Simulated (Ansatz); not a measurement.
## YS (Fm-3m), stationary points along a deformation path

Method: DFT r2SCAN, scalar-relativistic, plane waves, PAW in Ansatz. Settings: plane waves to 500 eV, k-mesh 16×16×16 (Γ-centred), Gaussian smearing 0.15 eV. No spin polarisation. Energies are free energies at this smearing, counted from the undisturbed cell; pressure is positive in compression.

The starting cell (as given, not relaxed at this level; it stands at 2.2 GPa, and it needn't be the usual structure):

```yaml
crystal:
  lattice:
    - [0.00000, 2.74365, 2.74365]
    - [2.74365, 0.00000, 2.74365]
    - [2.74365, 2.74365, 0.00000]
  atoms:
    - { symbol: Y, position: [0.50000, 0.50000, 0.50000] }
    - { symbol: S, position: [0.00000, 0.00000, 0.00000] }
```

At fixed volume and fractional coordinates, lengths along (0.000, 0.000, 1.000) are scaled against those across it; ρ is that ratio over its starting value. V = 20.653 Å³/atom. Δσ is the stress along the axis less the mean stress across it (compression positive).

| ρ | ΔE (meV/atom) | Δσ (GPa) | space group |
| --- | --- | --- | --- |
| 0.650 | 3303.6 | 216.79 | I4/mmm |
| 0.707 | 1927.9 | 160.02 | I4/mmm |
| 0.780 | 866.1 | 94.75 | I4/mmm |
| 0.850 | 330.3 | 52.34 | I4/mmm |
| 0.920 | 77.8 | 23.00 | I4/mmm |
| 0.960 | 17.7 | 10.31 | I4/mmm |
| 1.000 | 0.0 | 0.00 | Fm-3m |
| 1.050 | 23.1 | -10.73 | I4/mmm |
| 1.100 | 84.1 | -19.51 | I4/mmm |
| 1.200 | 277.7 | -32.02 | I4/mmm |
| 1.300 | 535.6 | -43.31 | I4/mmm |
| 1.414 | 899.2 | -57.72 | I4/mmm |
| 1.500 | 1220.6 | -69.34 | I4/mmm |

Q: How does the stress give the slope of the energy, and where is the energy stationary?

A: Along the path d ln(length) is 2/3 d ln ρ on the axis and −1/3 d ln ρ across it, so dE/d ln ρ = −(2/3) V Δσ: the energy falls with ρ where Δσ is positive. Δσ vanishes or changes sign at ρ = 1.000 (Fm-3m), a minimum at 0.0 meV/atom. Pairs of stationary points between two samples would go unseen, and could change a minimum read from distant neighbours into a maximum. At ρ = 1.000 the cell is cubic, where symmetry alone makes the stress isotropic and the slope zero.

Q: Which shear constant sets the curvature at ρ = 1?

A: For a cubic crystal E/V = (2/3) C (ln ρ)² with C = C′ = (C11 − C12)/2, so Δσ = −2C ln ρ. The parabola of Δσ against ln ρ through ρ = 0.960, 1 and 1.050 gives C ≈ 119 GPa with the ions clamped, rough because the steps are large. It is the stress–strain coefficient at this cell's pressure of 2.2 GPa, not the zero-pressure constant.

Q: Integrate that slope from ρ = 1 to 1.200 by the trapezoid rule.

A: With V/N in Å³ and 1 eV/Å³ = 160.2 GPa the slopes at ρ = 1.000, 1.050, 1.100, 1.200 are 0, 922, 1676, 2752 meV/atom per unit of ln ρ. The steps add 22.5 + 60.4 + 192.7 = 275.6 meV/atom, against 277.7 from the energies; the trapezoid rule misses the curvature of the slope within each step.

In a metal these slopes depend on the k mesh and the smearing.